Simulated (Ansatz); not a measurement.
Put GaSi in P4/mmm (No. 123): Ga on 1d; Si on 1c.

The calculation used Ansatz, DFT PBE, scalar-relativistic, plane waves, PAW. Cutoff 420 eV, Γ-centred mesh, Gaussian smearing, no spin polarisation.

The zero of energy is the elements' standard structures at the same level; no fitted shifts are applied.

Problem. Which cell and coordinates does it relax to?

Solution.

Space group P4/mmm (No. 123). a = 2.606 Å, b = 2.606 Å, c = 5.238 Å, α = 90.00°, β = 90.00°, γ = 90.00°
```
atom  site  symmetry       x       y       z
  Ga    1d     4/mmm  0.5000  0.5000  0.5000
  Si    1c     4/mmm  0.5000  0.5000  0.0000
```

Around Ga lie 4 Ga at 2.61 Å and 2 Si at 2.62 Å; Si has 4 Si at 2.61 Å and 2 Ga at 2.62 Å. Another local minimum with the same sites may exist.

Problem. Where does its energy lie, and is it a metal?

Solution. The formation energy is +0.27 eV/atom. The gap on the 22×22×12 mesh of the 2-atom cell is 0 eV (a metal). It can't be a ground state, since the elements alone are lower.

The last run used Gaussian smearing of 0.10 eV. The cell is a metal run without spin; a magnetic state may lie lower. A later test with randomly moved atoms led to a structure 45 meV/atom lower, so this end is a saddle point or a shallow minimum.
